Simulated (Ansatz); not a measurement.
Relaxed W (bcc, W type):

```xyz
2
Lattice="-3.1693 3.1693 3.1693 1.5846 -1.5846 1.5846 1.5846 1.5846 -1.5846" Properties=species:S:1:pos:R:3 pbc="T T T"
W      0.0000     0.0000     0.0000
W     -1.5846     1.5846     1.5846
```

A phonon eigenvector at N = (0.5, 0.0, 0.0) is frozen into this cell: atom i moves by Q times the vector below, so Q is the largest atomic displacement, in Å. The cell is held. (q is in reciprocal vectors of the primitive cell; the cell shown is doubled to hold the pattern.)

```tsv
atom	x	y	z
W1	0.000	-0.707	-0.707
W2	0.000	0.707	0.707
```

The numbers are results of r2SCAN (plane waves to 500 eV, PAW, scalar-relativistic; Ansatz, a quantum-chemistry and plane-wave program), not measurements. k mesh 21×21×21 (Γ-centred), Fermi-Dirac smearing 0.05 eV. The energy includes the smearing's −TS. With partly filled bands, energies and forces of such displacements shift with the k mesh and the smearing. Spin-orbit coupling is left out, though W is heavy. W is run without spin polarisation. W was relaxed with its symmetry unable to fall. The zero of ΔE is the undisplaced structure.

```
Q (Å)   ΔE (meV/cell)
------  -------------
-0.180           1050
-0.120            478
-0.060            122
0.000               0
0.060             122
0.120             478
0.180            1050
```

Which DFPT wavenumber at N = (0.5, 0.0, 0.0) belongs to this mode?
A) 156 cm⁻¹
B) 121 cm⁻¹
C) 226 cm⁻¹

C, 226 cm⁻¹. The curvature of the scan gives 225 cm⁻¹

(A displaced cell: forces are minus the slopes of the energy, force constants its curvatures, and phonons follow from these.)
